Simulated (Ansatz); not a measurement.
## What settings do to one calculation: zincblende alloy of GaAs and GaBi (1 of 8 As sites exchanged), 16 atoms with displaced atoms

Ansatz (PAW, plane waves), atoms fixed. The base input:

```yaml
crystal:
  lattice:
    - [0.000000, 5.741329, 5.741329]
    - [5.741329, 0.000000, 5.741329]
    - [5.741329, 5.741329, 0.000000]
  atoms:
    - { symbol: Ga, position: [0.998309, 0.001384, 0.005264] }
    - { symbol: Ga, position: [0.499900, 0.499393, 0.496874] }
    - { symbol: Ga, position: [0.003158, 0.997399, 0.496991] }
    - { symbol: Ga, position: [0.503850, 0.498735, 0.996832] }
    - { symbol: Ga, position: [0.999539, 0.498989, 0.000229] }
    - { symbol: Ga, position: [0.499443, 0.000335, 0.498323] }
    - { symbol: Ga, position: [0.501085, 0.997050, 0.999791] }
    - { symbol: Ga, position: [0.999216, 0.504965, 0.497917] }
    - { symbol: As, position: [0.127205, 0.126630, 0.122370] }
    - { symbol: As, position: [0.128197, 0.122927, 0.625851] }
    - { symbol: As, position: [0.622659, 0.621404, 0.130908] }
    - { symbol: As, position: [0.126326, 0.626024, 0.125271] }
    - { symbol: As, position: [0.622270, 0.130459, 0.626772] }
    - { symbol: As, position: [0.623831, 0.123295, 0.123811] }
    - { symbol: As, position: [0.125435, 0.621499, 0.622436] }
    - { symbol: Bi, position: [0.620228, 0.629682, 0.625874] }
  symmetry: { detect: false }
kpoints:
  mp_grid: { grid: [1, 1, 1], shift: [0.25, 0.25, 0.25] }
hamiltonian:
  xc: pbesol
scf:
  occupations: { method: fermi_dirac, width: 0.01 }
output:
  forces: true
  eigenvalues: true
  stress: true
  populations: true
  write_density: true
  write_potential: true
  elf: true
  volumetric_format: npy
```

Command:

```sh
ansatz run in.yaml --threads 2 --pin off --max-ram 30400MiB --runs-dir r --events-out ev --progress --plain
```

It converged in 9 iterations and 7.4 s of wall time on 2 threads of an EPYC 7R13 processor, on a host shared with other runs; peak host memory 0.8 GiB; largest force component 1.53 eV/Å, pressure 4.22 GPa. The cutoff was the default, 420 eV. The base isn't a converged reference: it has few k points, and its atoms are unrelaxed. Each run below changes the keys shown and caps the iterations.

```csv
run,changed,ending,iterations,free energy less the base (meV per atom),rms change of forces (eV/Å),change of pressure (GPa),"wall time (s, shared host)"
1,"n_extra_bands 4, max_iter 70",converged,9,0.0,0.000,0.00,5.8 CPU
2,"mixing beta 0.6, max_iter 90, total_charge 1",converged,29,other zero,0.243,0.35,12 CPU
3,"initial_magnetization 2, accuracy low (cutoff and grids as in the base), max_iter 50",converged,15,0.0,0.000,0.00,15 CPU
4,"xc_grid 3 (2 is the default), max_iter 80, k points a 3×3×3 mesh centred on Γ",converged,7,-508.3,0.184,-3.51,13 GPU
5,"ecutwfc 650 eV, max_iter 50",converged,10,-1.1,0.000,0.00,10 CPU
6,"xc lda, max_iter 90, total_charge 2",converged,12,other zero,0.391,-1.24,6 CPU
7,"dispersion rvv10, ecutrho_ratio 1, max_iter 70",refused,–,–,–,–,–
8,"accuracy low (cutoff and grids as in the base), max_iter 60",converged,9,0.0,0.000,0.00,5.5 CPU
9,"mixing beta 0.4, max_iter 60",converged,9,0.0,0.000,0.00,6.9 CPU
10,"initial_magnetization 2, max_iter 50",converged,15,0.0,0.000,0.00,14 CPU
```

«Other zero»: another functional, charge or dispersion term moves the zero of energy, so the difference says nothing of accuracy.

**Question.** Which changes leave the result alone, and which of the same physical model moves the forces most?

**Answer.** The forces move by under 0.002 eV/Å in runs 1, 3, 5, 8, 9, 10. Run 4 (xc_grid 3 (2 is the default), max_iter 80, k points a 3×3×3 mesh centred on Γ) moves them most among the runs with the same functional, charge and dispersion term, by 0.184 eV/Å.

**Question.** Why did some runs give no result?

**Answer.** - run 7: inconsistent input (hamiltonian.dispersion, hamiltonian.xc): `dispersion: rvv10` has no transferable b for PBE exchange — Sabatini et al. (2013) fitted b=6.3 to rPW86, and the PBE refits of Peng & Perdew (2017) are task-dependent (b=6.6 S22 / b=10.0 layered). …
